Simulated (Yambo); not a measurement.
G0W0@PBEsol for Rb$_{2}$WO$_{2}$F$_{4}$ (space group C2/m, No. 12) in Yambo. Reference settings: 2×2×2 Γ-centred k mesh, bands 2 to 308 and a 8 Ry block in the screening, 308 bands in G with the Bruneval-Gonze terminator, plasmon pole fitted at 27.2 eV. The PBEsol gap (0, 0, -0.5) → (-0.5, -0.5, -0.5) on this mesh is 2.26 eV; G0W0 gaps are taken between the same points.

The settings were changed. The gap went from 5.45 eV to 5.49 eV, and the shift of the valence edge from -1.32 eV to -1.14 eV.

**Question.** What was changed between the two runs?
A. 117 bands in G
B. no terminator
C. 144 bands in W
D. 7 Ry block

**Answer.** B, no terminator. The others gave (gap, valence shift): 144 bands in W: 5.53, -1.24 eV; 117 bands in G: 5.47, -1.30 eV; 7 Ry block: 5.45, -1.30 eV.

Spin-orbit coupling is not included.

Geometry of the Materials Project entry, not relaxed at this level; primitive cell a = 6.1550 Å, b = 6.1550 Å, c = 4.9797 Å, α = 91.72°, β = 91.72°, γ = 59.83°.

The structure is a Materials Project entry; no match was found in the copy of COD used, and its stability was not checked.

A shift is the quasiparticle energy of the state minus its PBEsol energy.
